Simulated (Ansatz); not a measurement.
SnF3:
```cif
data_F6Sn2
_chemical_formula_sum 'Sn2 F6'
_space_group_name_H-M_alt 'P 1'
_space_group_IT_number 1
_cell_length_a 6.15324
_cell_length_b 6.15324
_cell_length_c 6.15324
_cell_angle_alpha 60.000
_cell_angle_beta 60.000
_cell_angle_gamma 60.000
loop_
_space_group_symop_operation_xyz
  'x, y, z'
loop_
_atom_site_label
_atom_site_type_symbol
_atom_site_fract_x
_atom_site_fract_y
_atom_site_fract_z
_atom_site_occupancy
Sn1 Sn 0.50000 0.50000 0.50000 1
Sn2 Sn 0.00000 0.00000 0.00000 1
F1 F 0.72737 0.27263 0.72737 1
F2 F 0.27263 0.72737 0.27263 1
F3 F 0.72737 0.27263 0.27263 1
F4 F 0.27263 0.72737 0.72737 1
F5 F 0.72737 0.72737 0.27263 1
F6 F 0.27263 0.27263 0.72737 1
```

Relaxed with r²SCAN.

Which orbitals make up the states near the band edges in DFT-r²SCAN in the program Ansatz with PAW potentials?

Top 1 eV of the valence band: Sn 5s 57 %, F 2p 35 %. Bottom 1 eV of the conduction band: Sn 5s 39 %, Sn 5p 36 %, F 2p 16 %, F 2s 8 %. Projections are on Löwdin-orthogonalised atomic valence shells; empty p or d shells of many metals are not among them.

Tabulate the density of states.

States/eV per cell of 8 atoms, in 0.25 eV bins, energy from the valence-band maximum.

```csv
E (eV),total,F 2p,Sn 5p,Sn 5s
-7.85,1.62,1.08,0.03,0.42
-7.60,0.00,0.00,0.00,0.00
-7.35,0.10,0.06,0.00,0.03
-7.10,1.93,1.26,0.06,0.58
-6.85,3.00,1.99,0.12,0.84
-6.60,1.80,1.26,0.10,0.40
-6.35,1.01,0.74,0.08,0.17
-6.10,0.87,0.71,0.13,0.01
-5.85,9.44,7.99,1.27,0.02
-5.60,5.98,5.18,0.62,0.02
-5.35,0.44,0.34,0.04,0.04
-5.10,1.01,0.81,0.08,0.08
-4.85,2.17,1.78,0.17,0.14
-4.60,2.21,1.87,0.18,0.09
-4.35,4.01,3.57,0.29,0.03
-4.10,20.23,19.25,0.60,0.06
-3.85,16.62,15.94,0.31,0.09
-3.60,17.80,17.40,0.25,0.02
-3.35,23.37,23.19,0.06,0.00
-3.10,15.66,15.55,0.05,0.00
-2.85,8.34,8.31,0.01,0.00
-2.60,0.00,0.00,0.00,0.00
-2.35,0.00,0.00,0.00,0.00
-2.10,0.02,0.00,0.00,0.01
-1.85,0.12,0.02,0.00,0.09
-1.60,0.22,0.04,0.00,0.15
-1.35,0.34,0.08,0.01,0.23
-1.10,0.51,0.13,0.02,0.32
-0.85,0.78,0.23,0.03,0.48
-0.60,1.44,0.47,0.05,0.84
-0.35,2.16,0.76,0.06,1.23
-0.10,2.41,0.93,0.04,1.34
0.15,0.00,0.00,0.00,0.00
0.40,0.00,0.00,0.00,0.00
0.65,0.00,0.00,0.00,0.00
0.90,0.00,0.00,0.00,0.00
1.15,0.00,0.00,0.00,0.00
1.40,0.00,0.00,0.00,0.00
1.65,0.00,0.00,0.00,0.00
1.90,0.00,0.00,0.00,0.00
2.15,0.00,0.00,0.00,0.00
2.40,0.00,0.00,0.00,0.00
2.65,0.00,0.00,0.00,0.00
2.90,0.00,0.00,0.00,0.00
3.15,0.00,0.00,0.00,0.00
3.40,0.16,0.02,0.06,0.06
3.65,1.09,0.15,0.43,0.40
3.90,2.39,0.38,0.87,0.92
4.15,2.25,0.40,0.75,0.90
4.40,1.39,0.27,0.45,0.57
4.65,0.53,0.11,0.15,0.23
4.90,0.15,0.03,0.05,0.06
5.15,0.03,0.01,0.01,0.01
5.40,0.01,0.00,0.00,0.00
5.65,0.04,0.00,0.03,0.00
5.90,7.13,0.49,6.05,0.02
6.15,5.41,0.44,4.55,0.04
6.40,3.97,0.39,3.27,0.08
6.65,0.85,0.14,0.49,0.17
6.90,2.04,0.38,1.11,0.44
7.15,3.71,0.76,1.89,0.89
7.40,1.01,0.20,0.42,0.23
7.65,0.92,0.05,0.26,0.02
7.90,1.00,0.04,0.40,0.01
8.15,1.34,0.07,0.58,0.02
```

Space group Fm-3m. The workflow started from a Materials Project entry (that database holds measured and hypothetical structures alike); the Crystallography Open Database files this formula in space group No. 225, but the cells were not matched. Its standing as an ambient phase is unchecked. The cell was relaxed with r²SCAN under the symmetry of its start; its stability against distortions is not shown here. Scalar-relativistic: spin–orbit coupling is off unless named, which matters more the heavier the elements.

Potentials: the later of the program's two PAW sets.
